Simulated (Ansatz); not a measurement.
A relaxation computed with Ansatz, from input to last step.

```yaml
crystal:
  lattice:
    - [-2.349082079, 2.349082079, 5.2473002285]
    - [2.349082079, -2.349082079, 5.2473002285]
    - [2.349082079, 2.349082079, -5.2473002285]
  atoms:
    - { symbol: Sr, position: [0.5, 0.5, 0.0] }
    - { symbol: Sr, position: [0.25, 0.75, 0.5] }
    - { symbol: Sr, position: [0.75, 0.25, 0.5] }
    - { symbol: Ga, position: [0.0, 0.0, 0.0] }
basis:
  ecutwfc: 420
kpoints:
  mp_grid: { grid: [6, 6, 6] }
hamiltonian:
  xc: pbe
scf:
  occupations: { method: gaussian, width: 0.1 }
  lower_state_search: "off"
output:
  forces: true
  stress: true
  eigenvalues: true
relax:
  adjacent_minimum: "off"
  f_tol: 0.04
  max_steps: 70
  cell: { stress_tol: 0.4 }
```

```bash
ansatz run input.yaml --threads 1 --pin off --max-ram 2560MiB --backend cpu --events-out ev --progress --plain --runs-dir out
```

All numbers below come from DFT PBE, scalar-relativistic, plane waves, PAW (Ansatz).

Of 10 frames 9 are shown, positions in Å and forces in eV/Å; the SCF threshold varies from step to step. Steps run on the plane waves of an earlier cell, with a Pulay correction in the pressure. The basis is chosen afresh for the last frame, the zero of the energies, and at times for earlier ones too; energy and pressure step there, also at an unchanged geometry. Here that happened at step 5 (-3 meV/atom, 0.1 GPa); the frames before carry an error of that size.

```xyz
4
Lattice="-2.3491 2.3491 5.2473 2.3491 -2.3491 5.2473 2.3491 2.3491 -5.2473" Properties=species:S:1:pos:R:3:forces:R:3 pbc="T T T" step=1 free_energy_over_end_meV_per_atom=238.98 pressure_GPa=7.99
Sr    0.0000    0.0000    5.2473    0.0000    0.0000    0.0000
Sr    2.3491    0.0000    2.6237    0.0000    0.0000    0.0000
Sr    0.0000    2.3491    2.6237    0.0000    0.0000    0.0000
Ga    0.0000    0.0000    0.0000    0.0000    0.0000    0.0000
4
Lattice="-2.4651 2.4651 5.3378 2.4651 -2.4651 5.3378 2.4651 2.4651 -5.3378" Properties=species:S:1:pos:R:3:forces:R:3 pbc="T T T" step=2 free_energy_over_end_meV_per_atom=96.94 pressure_GPa=4.02
Sr    0.0000    0.0000    5.3378    0.0000    0.0000    0.0000
Sr    2.4651    0.0000    2.6689    0.0000    0.0000    0.0000
Sr    0.0000    2.4651    2.6689    0.0000    0.0000    0.0000
Ga    0.0000    0.0000    0.0000    0.0000    0.0000    0.0000
4
Lattice="-2.5774 2.5774 5.4054 2.5774 -2.5774 5.4054 2.5774 2.5774 -5.4054" Properties=species:S:1:pos:R:3:forces:R:3 pbc="T T T" step=3 free_energy_over_end_meV_per_atom=29.49 pressure_GPa=1.54
Sr    0.0000    0.0000    5.4054    0.0000    0.0000    0.0000
Sr    2.5774    0.0000    2.7027    0.0000    0.0000    0.0000
Sr    0.0000    2.5774    2.7027    0.0000    0.0000    0.0000
Ga    0.0000    0.0000    0.0000    0.0000    0.0000    0.0000
4
Lattice="-2.6656 2.6656 5.4083 2.6656 -2.6656 5.4083 2.6656 2.6656 -5.4083" Properties=species:S:1:pos:R:3:forces:R:3 pbc="T T T" step=4 free_energy_over_end_meV_per_atom=11.26 pressure_GPa=0.19
Sr    0.0000    0.0000    5.4083    0.0000    0.0000    0.0000
Sr    2.6656    0.0000    2.7042    0.0000    0.0000    0.0000
Sr    0.0000    2.6656    2.7042    0.0000    0.0000    0.0000
Ga    0.0000    0.0000    0.0000    0.0000    0.0000    0.0000
4
Lattice="-2.6656 2.6656 5.4083 2.6656 -2.6656 5.4083 2.6656 2.6656 -5.4083" Properties=species:S:1:pos:R:3:forces:R:3 pbc="T T T" step=5 free_energy_over_end_meV_per_atom=8.53 pressure_GPa=0.33
Sr    0.0000    0.0000    5.4083    0.0000    0.0000    0.0000
Sr    2.6656    0.0000    2.7042    0.0000    0.0000    0.0000
Sr    0.0000    2.6656    2.7042    0.0000    0.0000    0.0000
Ga    0.0000    0.0000    0.0000    0.0000    0.0000    0.0000
4
Lattice="-2.7041 2.7041 5.3588 2.7041 -2.7041 5.3588 2.7041 2.7041 -5.3588" Properties=species:S:1:pos:R:3:forces:R:3 pbc="T T T" step=6 free_energy_over_end_meV_per_atom=5.51 pressure_GPa=0.00
Sr    0.0000    0.0000    5.3588    0.0000    0.0000    0.0000
Sr    2.7041    0.0000    2.6794    0.0000    0.0000    0.0000
Sr    0.0000    2.7041    2.6794    0.0000    0.0000    0.0000
Ga    0.0000    0.0000    0.0000    0.0000    0.0000    0.0000
4
Lattice="-2.7369 2.7369 5.2670 2.7369 -2.7369 5.2670 2.7369 2.7369 -5.2670" Properties=species:S:1:pos:R:3:forces:R:3 pbc="T T T" step=7 free_energy_over_end_meV_per_atom=3.85 pressure_GPa=-0.15
Sr    0.0000    0.0000    5.2670    0.0000    0.0000    0.0000
Sr    2.7369    0.0000    2.6335    0.0000    0.0000    0.0000
Sr    0.0000    2.7369    2.6335    0.0000    0.0000    0.0000
Ga    0.0000    0.0000    0.0000    0.0000    0.0000    0.0000
4
Lattice="-2.7758 2.7758 5.0980 2.7758 -2.7758 5.0980 2.7758 2.7758 -5.0980" Properties=species:S:1:pos:R:3:forces:R:3 pbc="T T T" step=8 free_energy_over_end_meV_per_atom=1.90 pressure_GPa=-0.21
Sr    0.0000    0.0000    5.0980    0.0000    0.0000    0.0000
Sr    2.7758    0.0000    2.5490    0.0000    0.0000    0.0000
Sr    0.0000    2.7758    2.5490    0.0000    0.0000    0.0000
Ga    0.0000    0.0000    0.0000    0.0000    0.0000    0.0000
4
Lattice="-2.8191 2.8191 4.8425 2.8191 -2.8191 4.8425 2.8191 2.8191 -4.8425" Properties=species:S:1:pos:R:3:forces:R:3 pbc="T T T" step=10 free_energy_over_end_meV_per_atom=0.00 pressure_GPa=-0.02
Sr    0.0000    0.0000    4.8425    0.0000    0.0000    0.0000
Sr    2.8191    0.0000    2.4213    0.0000    0.0000    0.0000
Sr    0.0000    2.8191    2.4213    0.0000    0.0000    0.0000
Ga    0.0000    0.0000    0.0000    0.0000    0.0000    0.0000
```

The start puts this composition into another compound's structure type, which needn't suit it. The cell swells from 29.0 to 38.5 Å³ an atom, so the end can be far from any stable crystal. At the end the space group is I4/mmm (tolerance 0.05 Å).

It took 63 s on 1 thread of Arm Neoverse V2 (shared host), peak memory 0.44 GiB.

The k mesh is coarse.